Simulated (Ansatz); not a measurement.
TaAs in space group I4_1md (No. 109; Ta on 4a, As on 4a) at seven volumes, DFT-PBE in the program Ansatz with PAW potentials, shape and atoms relaxed at each. One row is withheld.

| V (Å³/atom) | P (GPa) |
|---|---|
| 16.006 | 20.09 |
| 16.534 | ? |
| 17.062 | 5.66 |
| 17.589 | 0.00 |
| 18.117 | -4.82 |
| 18.645 | -8.92 |
| 19.172 | -12.41 |

Task: Fit the shown pressures and predict the withheld one.

Result: P = (3/2)B₀(x^(7/2) − x^(5/2))[1 + (3/4)(B′ − 4)(x − 1)] with x = (V₀/V)^(2/3). Least squares on the six rows gives V₀ = 17.590 Å³/atom, B₀ = 174 GPa, B′ = 4.33. At V = 16.534, x = 1.0421 and P = 12.32 GPa. The run itself gave 12.30 GPa.

The cell was relaxed with PBE under the symmetry of its start; of distortions, only those at the zone centre were tested. No spin polarisation was allowed. Spin–orbit coupling is left out wherever it is not named.

Potentials: the later of the program's two PAW sets.
